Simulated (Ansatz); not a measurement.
Consider the following.

Ge:
```yaml
crystal:
  lattice:
    - [0.00000, 7.73157, 7.73157]
    - [7.73157, 0.00000, 7.73157]
    - [7.73157, 7.73157, 0.00000]
  atoms:
    - { symbol: Ge, position: [0.00000, 0.00000, 0.00000] }
    - { symbol: Ge, position: [0.25000, 0.25000, 0.25000] }
    - { symbol: Ge, position: [0.97429, 0.34190, 0.34190] }
    - { symbol: Ge, position: [0.90810, 0.90810, 0.27571] }
    - { symbol: Ge, position: [0.34190, 0.97429, 0.34190] }
    - { symbol: Ge, position: [0.90810, 0.90810, 0.90810] }
    - { symbol: Ge, position: [0.34190, 0.34190, 0.34190] }
    - { symbol: Ge, position: [0.90810, 0.27571, 0.90810] }
    - { symbol: Ge, position: [0.34190, 0.34190, 0.97429] }
    - { symbol: Ge, position: [0.27571, 0.90810, 0.90810] }
    - { symbol: Ge, position: [0.88962, 0.49530, 0.49530] }
    - { symbol: Ge, position: [0.13022, 0.75470, 0.36038] }
    - { symbol: Ge, position: [0.49530, 0.88962, 0.11978] }
    - { symbol: Ge, position: [0.75470, 0.13022, 0.75470] }
    - { symbol: Ge, position: [0.11978, 0.49530, 0.49530] }
    - { symbol: Ge, position: [0.75470, 0.36038, 0.75470] }
    - { symbol: Ge, position: [0.49530, 0.11978, 0.88962] }
    - { symbol: Ge, position: [0.36038, 0.75470, 0.13022] }
    - { symbol: Ge, position: [0.49530, 0.88962, 0.49530] }
    - { symbol: Ge, position: [0.36038, 0.13022, 0.75470] }
    - { symbol: Ge, position: [0.11978, 0.49530, 0.88962] }
    - { symbol: Ge, position: [0.75470, 0.75470, 0.13022] }
    - { symbol: Ge, position: [0.49530, 0.11978, 0.49530] }
    - { symbol: Ge, position: [0.75470, 0.75470, 0.36038] }
    - { symbol: Ge, position: [0.88962, 0.49530, 0.11978] }
    - { symbol: Ge, position: [0.13022, 0.36038, 0.75470] }
    - { symbol: Ge, position: [0.49530, 0.49530, 0.88962] }
    - { symbol: Ge, position: [0.75470, 0.36038, 0.13022] }
    - { symbol: Ge, position: [0.88962, 0.11978, 0.49530] }
    - { symbol: Ge, position: [0.13022, 0.75470, 0.75470] }
    - { symbol: Ge, position: [0.49530, 0.49530, 0.11978] }
    - { symbol: Ge, position: [0.36038, 0.75470, 0.75470] }
    - { symbol: Ge, position: [0.11978, 0.88962, 0.49530] }
    - { symbol: Ge, position: [0.75470, 0.13022, 0.36038] }
```

This is the PBE-relaxed structure.

Task: All from plane-wave PAW PBE (Ansatz code), unless another level is named. Give the hole effective mass.

Result: 0.26, 0.26, 2.4 mₑ (principal values).

Task: And the electron effective mass?

Result: 0.15, 0.15, 0.21 mₑ (principal values).

Task: And the band gap?

Result: 0.64 eV (direct).

Task: Next, the valence-band maximum?

Result: at L.

Space group Fd-3m. The first step of the workflow began from a Materials Project structure, measured or hypothetical. Its sites differ from those of the usual phase in this space group: another stacking or structure type. The PBE relaxation kept the symmetry of its start; whether a distortion lowers the energy is not shown. Scalar-relativistic: spin–orbit coupling is off unless named, which matters more the heavier the elements.

Potentials: the earlier of the program's two PAW sets.
